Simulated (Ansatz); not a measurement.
A crystal relaxed with r2SCAN+rVV10 in Ansatz 0.2.0 has space group Cc (No. 9) and a = 7.052 Å, b = 12.111 Å, c = 4.648 Å, β = 122.5°.

```csv
atom,site,x,y,z
Sn,4a,0.1002,0.8667,0.0514
H,4a,0.6553,0.9400,0.1179
Xx,4a,0.4986,0.8619,0.8930
O,4a,0.3234,0.9255,0.5755
O,4a,0.6366,0.7803,0.8289
O,4a,0.3956,0.8063,0.0765
```

The r2SCAN gap is indirect, 3.82 eV (Γ to k = (-0.094, 0.245, 0.448)), below the direct gap of 4.08 eV at Γ. The HSE06 gap is indirect, 4.41 eV (Γ to k = (-0.094, 0.245, 0.448)), below the direct gap of 4.64 eV at Γ. Meshes: r2SCAN 6×6×6, HSE06 4×4×4. r2SCAN's ε∞ is a tensor with principal values 3.4, 3.5, 3.6.

Task: Which element is Xx?
A. Sb
B. N
C. P
D. As

Result: C. Xx is P: SnPO₃H (from a published structure, hydrogen sites as listed). Sn has 3 O at 2.13–2.19 Å; H has 1 P at 1.40 Å; P has 1 H at 1.40 Å and 3 O at 1.52–1.54 Å; O has 1 P at 1.53 Å and 1 Sn at 2.19 Å; O has 1 P at 1.52 Å and 1 Sn at 2.13 Å; O has 1 P at 1.54 Å and 1 Sn at 2.15 Å.

Spin-unpolarised calculation; the starting structure is a published one, and the numbers are computed.

Spin-orbit coupling is left out, which matters wherever the heavy atoms make up the band edges.

Where an edge lies off the special points, it is a point of the mesh or the k point where a search put PBE's edge or least direct gap, reused for the other functionals, whose own edges may lie a little apart.

Coordinates of k points refer to the reciprocal vectors of the primitive cell of the runs.

The meshes of the hybrids are coarse, so their gaps aren't converged to the digits shown.

For a response run the program warns that the ground state's bands aren't all converged, so ε∞ carries an extra error.
